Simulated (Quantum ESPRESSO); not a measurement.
# Ga5Mo2Hf: finding a planted mistake in a log

Simulated, not a measurement. The program is pw.x of Quantum ESPRESSO 7.5 (plane-wave density functional theory). The cell is made up: eight metal atoms on a face-centred cubic lattice, with elements, volume, strain and displacements drawn at random and not relaxed, so it may be unstable or far from any real phase. PseudoDojo standard norm-conserving files set the functional (PBE unless stated); there is no spin polarisation or spin-orbit coupling, the Fermi-Dirac width of 0.25 eV means electrons at about 2900 K, and the masses in the input are unused placeholders. Heavy elements are run without spin-orbit coupling, which real alloys of them have. A spin test at this wide smearing found no moment, but such smearing suppresses magnetism that the real alloy may have.

Intended input:

```
&control calculation='scf', pseudo_dir='./dojo.nc.sr.pbe.v0_5.standard.upf', outdir='./o', disk_io='minimal', tprnfor=.true., tstress=.true. /
&system ibrav=0, nat=8, ntyp=3, nbnd=66, ecutwfc=79.96652505, nosym=.true., tot_charge=0,
 occupations='smearing', smearing='fd', degauss=0.0183746611
/
&electrons conv_thr=1.470e-08, electron_maxstep=70, mixing_beta=0.5 /
ATOMIC_SPECIES
Ga 1.0 Ga.upf
Hf 1.0 Hf.upf
Mo 1.0 Mo.upf
CELL_PARAMETERS angstrom
0.0 -2.1306 -2.1306
-4.2613 2.1306 -2.1306
6.3919 6.3919 -4.2613
ATOMIC_POSITIONS angstrom
Ga -0.0878 0.0265 0.0292
Mo -0.0656 2.1035 -2.1899
Mo 0.0029 4.2255 -4.2267
Ga 4.2214 4.2915 -4.2484
Ga -1.9937 -0.0594 -2.0568
Hf -2.0627 2.1171 -4.2247
Ga 2.1482 2.0951 -4.2187
Ga 2.2337 4.2236 -6.4372
K_POINTS automatic
8 5 3 1 1 1
```

The log is shortened where brackets say so; the opening notice, blank lines, dates and the lines on written files are dropped, and the path of the files is cut. It prints rydbergs, bohrs and kilobars, and counts compression as positive stress. Its total energy is the free energy E - TS of the whole cell.

Log of the intended run:

```
     Program PWSCF v.7.5
     Parallel version (MPI & OpenMP), running on       4 processor cores
     Number of MPI processes:                 4
     Threads/MPI process:                     1
     [start-up lines left out]
     bravais-lattice index     =            0
     lattice parameter (alat)  =       5.6940  a.u.
     unit-cell volume          =    1044.3267 (a.u.)^3
     number of atoms/cell      =            8
     number of atomic types    =            3
     number of electrons       =       105.00
     number of Kohn-Sham states=           66
     kinetic-energy cutoff     =      79.9665  Ry
     charge density cutoff     =     319.8661  Ry
     scf convergence threshold =      1.5E-08
     mixing beta               =       0.5000
     number of iterations used =            8  plain     mixing
     Exchange-correlation= PBE
                           (   1   4   3   4   0   0   0)
     [axes and pseudopotential details left out]
   Cartesian axes
     site n.     atom                  positions (alat units)
         1        Ga     tau(   1) = (  -0.0291392   0.0087949   0.0096909  )
         2        Mo     tau(   2) = (  -0.0217714   0.6981128  -0.7267874  )
         3        Mo     tau(   3) = (   0.0009625   1.4023654  -1.4027636  )
         4        Ga     tau(   4) = (   1.4010047   1.4242696  -1.4099655  )
         5        Ga     tau(   5) = (  -0.6616722  -0.0197138  -0.6826139  )
         6        Hf     tau(   6) = (  -0.6845720   0.7026264  -1.4020999  )
         7        Ga     tau(   7) = (   0.7129479   0.6953250  -1.4001086  )
         8        Ga     tau(   8) = (   0.7413238   1.4017348  -2.1363878  )
     number of k points=    60  Fermi-Dirac smearing, width (Ry)=  0.0184
                       cart. coord. in units 2pi/alat
        k(    1) = (  -0.0092077   0.0173086  -0.1056970), wk =   0.0333333
        k(    2) = (  -0.1270550  -0.1005415   0.0121531), wk =   0.0333333
     [further k points left out]
     Dense  grid:   100973 G-vectors     FFT dimensions: (  36,  60, 108)
     Estimated max dynamical RAM per process >     359.87 MB
     Estimated total dynamical RAM >       1.33 GB
     Initial potential from superposition of free atoms
     starting charge     104.9819, renormalised to     105.0000
     Starting wfcs are   75 randomized atomic wfcs
     total cpu time spent up to now is        5.5 secs
     per-process dynamical memory:   282.4 Mb
     Self-consistent Calculation
     iteration #  1     ecut=    79.97 Ry     beta= 0.50
     Davidson diagonalization with overlap
     ethr =  1.00E-02,  avg # of iterations =  2.8
     total cpu time spent up to now is       18.9 secs
     total energy              =   -1158.04125993 Ry
     estimated scf accuracy    <       1.11708267 Ry
     iteration #  2     ecut=    79.97 Ry     beta= 0.50
     Davidson diagonalization with overlap
     ethr =  1.06E-03,  avg # of iterations =  6.5
     total cpu time spent up to now is       34.2 secs
     total energy              =   -1156.90975114 Ry
     estimated scf accuracy    <      26.93687150 Ry
     [iterations 3 to 13 left out]
     iteration # 14     ecut=    79.97 Ry     beta= 0.50
     Davidson diagonalization with overlap
     ethr =  6.78E-11,  avg # of iterations =  2.1
     total cpu time spent up to now is      178.8 secs
     total energy              =   -1158.61590461 Ry
     estimated scf accuracy    <       0.00000002 Ry
     iteration # 15     ecut=    79.97 Ry     beta= 0.50
     Davidson diagonalization with overlap
     ethr =  2.02E-11,  avg # of iterations =  1.7
     total cpu time spent up to now is      189.0 secs
     End of self-consistent calculation
     [lines on levels left out]
!    total energy              =   -1158.61590461 Ry
     estimated scf accuracy    <          1.2E-09 Ry
     smearing contrib. (-TS)   =      -0.09518154 Ry
     internal energy E=F+TS    =   -1158.52072307 Ry
     The total energy is F=E-TS. E is the sum of the following terms:
     one-electron contribution =    -354.68427194 Ry
     hartree contribution      =     258.03051110 Ry
     xc contribution           =    -278.67302436 Ry
     ewald contribution        =    -783.19393787 Ry
     convergence has been achieved in  15 iterations
     Forces acting on atoms (cartesian axes, Ry/au):
     atom    1 type  1   force =     0.02152076    0.00173454   -0.00366627
     atom    2 type  3   force =     0.01049448    0.00830151   -0.00031181
     atom    3 type  3   force =     0.01318483   -0.00310673    0.00287295
     atom    4 type  1   force =     0.00967996   -0.01227741    0.01074115
     atom    5 type  1   force =     0.00433174    0.02110757   -0.02165613
     atom    6 type  2   force =    -0.01656366   -0.00191660   -0.00342552
     atom    7 type  1   force =    -0.01673588   -0.00947935    0.00915734
     atom    8 type  1   force =    -0.02591223   -0.00436352    0.00628828
     Total force =     0.060143     Total SCF correction =     0.000189
     Computing stress (Cartesian axis) and pressure
          total   stress  (Ry/bohr**3)                   (kbar)     P=      -89.88
  -0.00061720  -0.00006876   0.00005796          -90.79      -10.12        8.53
  -0.00006876  -0.00059063   0.00011119          -10.12      -86.88       16.36
   0.00005796   0.00011119  -0.00062517            8.53       16.36      -91.97
     init_run     :      5.20s CPU      5.45s WALL (       1 calls)
     electrons    :    182.19s CPU    183.48s WALL (       1 calls)
     forces       :      1.94s CPU      1.96s WALL (       1 calls)
     stress       :      6.80s CPU      6.81s WALL (       1 calls)
     [timing details left out]
     PWSCF        :   3m16.24s CPU   3m17.83s WALL
     JOB DONE.
```

A second run was made from an input with one planted mistake. Its log:

```
     Program PWSCF v.7.5
     Parallel version (MPI & OpenMP), running on       4 processor cores
     Number of MPI processes:                 4
     Threads/MPI process:                     1
     [start-up lines left out]
     bravais-lattice index     =            0
     lattice parameter (alat)  =       5.6940  a.u.
     unit-cell volume          =    1044.3267 (a.u.)^3
     number of atoms/cell      =            8
     number of atomic types    =            3
     number of electrons       =       105.00
     number of Kohn-Sham states=           66
     kinetic-energy cutoff     =      79.9665  Ry
     charge density cutoff     =     319.8661  Ry
     scf convergence threshold =      1.5E-08
     mixing beta               =       0.5000
     number of iterations used =            8  plain     mixing
     Exchange-correlation= PBESOL
                           (   1   4  10   8   0   0   0)
     [axes and pseudopotential details left out]
   Cartesian axes
     site n.     atom                  positions (alat units)
         1        Ga     tau(   1) = (  -0.0291392   0.0087949   0.0096909  )
         2        Mo     tau(   2) = (  -0.0217714   0.6981128  -0.7267874  )
         3        Mo     tau(   3) = (   0.0009625   1.4023654  -1.4027636  )
         4        Ga     tau(   4) = (   1.4010047   1.4242696  -1.4099655  )
         5        Ga     tau(   5) = (  -0.6616722  -0.0197138  -0.6826139  )
         6        Hf     tau(   6) = (  -0.6845720   0.7026264  -1.4020999  )
         7        Ga     tau(   7) = (   0.7129479   0.6953250  -1.4001086  )
         8        Ga     tau(   8) = (   0.7413238   1.4017348  -2.1363878  )
     number of k points=    60  Fermi-Dirac smearing, width (Ry)=  0.0184
                       cart. coord. in units 2pi/alat
        k(    1) = (  -0.0092077   0.0173086  -0.1056970), wk =   0.0333333
        k(    2) = (  -0.1270550  -0.1005415   0.0121531), wk =   0.0333333
     [further k points left out]
     Dense  grid:   100973 G-vectors     FFT dimensions: (  36,  60, 108)
     Estimated max dynamical RAM per process >     359.87 MB
     Estimated total dynamical RAM >       1.33 GB
     Initial potential from superposition of free atoms
     starting charge     104.9835, renormalised to     105.0000
     Starting wfcs are   75 randomized atomic wfcs
     total cpu time spent up to now is        6.2 secs
     per-process dynamical memory:   290.4 Mb
     Self-consistent Calculation
     iteration #  1     ecut=    79.97 Ry     beta= 0.50
     Davidson diagonalization with overlap
     ethr =  1.00E-02,  avg # of iterations =  2.6
     total cpu time spent up to now is       19.7 secs
     total energy              =   -1156.70677705 Ry
     estimated scf accuracy    <       1.15558693 Ry
     iteration #  2     ecut=    79.97 Ry     beta= 0.50
     Davidson diagonalization with overlap
     ethr =  1.10E-03,  avg # of iterations =  6.5
     total cpu time spent up to now is       35.2 secs
     total energy              =   -1155.58395754 Ry
     estimated scf accuracy    <      26.60749611 Ry
     [iterations 3 to 13 left out]
     iteration # 14     ecut=    79.97 Ry     beta= 0.50
     Davidson diagonalization with overlap
     ethr =  5.07E-11,  avg # of iterations =  2.1
     total cpu time spent up to now is      181.3 secs
     total energy              =   -1157.29922360 Ry
     estimated scf accuracy    <       0.00000003 Ry
     iteration # 15     ecut=    79.97 Ry     beta= 0.50
     Davidson diagonalization with overlap
     ethr =  2.68E-11,  avg # of iterations =  1.0
     total cpu time spent up to now is      190.9 secs
     End of self-consistent calculation
     [lines on levels left out]
!    total energy              =   -1157.29922361 Ry
     estimated scf accuracy    <          1.2E-09 Ry
     smearing contrib. (-TS)   =      -0.09538384 Ry
     internal energy E=F+TS    =   -1157.20383977 Ry
     The total energy is F=E-TS. E is the sum of the following terms:
     one-electron contribution =    -355.91023266 Ry
     hartree contribution      =     257.71664069 Ry
     xc contribution           =    -275.81630993 Ry
     ewald contribution        =    -783.19393787 Ry
     convergence has been achieved in  15 iterations
     Forces acting on atoms (cartesian axes, Ry/au):
     atom    1 type  1   force =     0.02008416    0.00305349   -0.00496530
     atom    2 type  3   force =     0.00810052    0.00981900   -0.00253329
     atom    3 type  3   force =     0.01069555   -0.00555606    0.00525620
     atom    4 type  1   force =     0.00913573   -0.01175408    0.01043272
     atom    5 type  1   force =     0.00702589    0.02118116   -0.02153926
     atom    6 type  2   force =    -0.01173658   -0.00113513   -0.00362496
     atom    7 type  1   force =    -0.01771222   -0.01044883    0.01022824
     atom    8 type  1   force =    -0.02559304   -0.00515954    0.00674564
     Total force =     0.058974     Total SCF correction =     0.000192
     Computing stress (Cartesian axis) and pressure
          total   stress  (Ry/bohr**3)                   (kbar)     P=     -130.04
  -0.00088814  -0.00006627   0.00005492         -130.65       -9.75        8.08
  -0.00006627  -0.00086503   0.00010631           -9.75     -127.25       15.64
   0.00005492   0.00010631  -0.00089884            8.08       15.64     -132.22
     init_run     :      5.81s CPU      6.09s WALL (       1 calls)
     electrons    :    183.43s CPU    184.80s WALL (       1 calls)
     forces       :      1.94s CPU      1.95s WALL (       1 calls)
     stress       :      6.82s CPU      6.83s WALL (       1 calls)
     [timing details left out]
     PWSCF        :   3m18.09s CPU   3m19.79s WALL
     JOB DONE.
```

Question: the log repeats what the program read. Compare it with the intended run: what was wrong in the second input?

Answer: the files are those of another functional. The input lines that differ:

```
- &control calculation='scf', pseudo_dir='./dojo.nc.sr.pbe.v0_5.standard.upf', outdir='./o', disk_io='minimal', tprnfor=.true., tstress=.true. /
+ &control calculation='scf', pseudo_dir='./dojo.nc.sr.pbesol.v0_4_1.standard.upf', outdir='./o', disk_io='minimal', tprnfor=.true., tstress=.true. /
```

```
                                            intended run  run with the mistake
                          free energy (eV)    -15763.772            -15745.858
         entropy term -TS, part of it (eV)        -1.295                -1.298
                            pressure (GPa)         -8.99                -13.00
size of the largest force component (eV/Å)         0.666                 0.658
largest change of a force component (eV/Å)                               0.124
                                iterations            15                    15
```

For scale, a rerun of the intended cell at a higher cutoff and on a denser mesh moved values by no more than 0.004 eV in energy, 0.19 GPa in stress and 0.014 eV/Å in force, and a second program with other atomic files agreed on that cell to 2 % rms in force and 0.5 GPa in pressure. Files of another functional or element have another zero of energy, so the energy change says nothing on stability.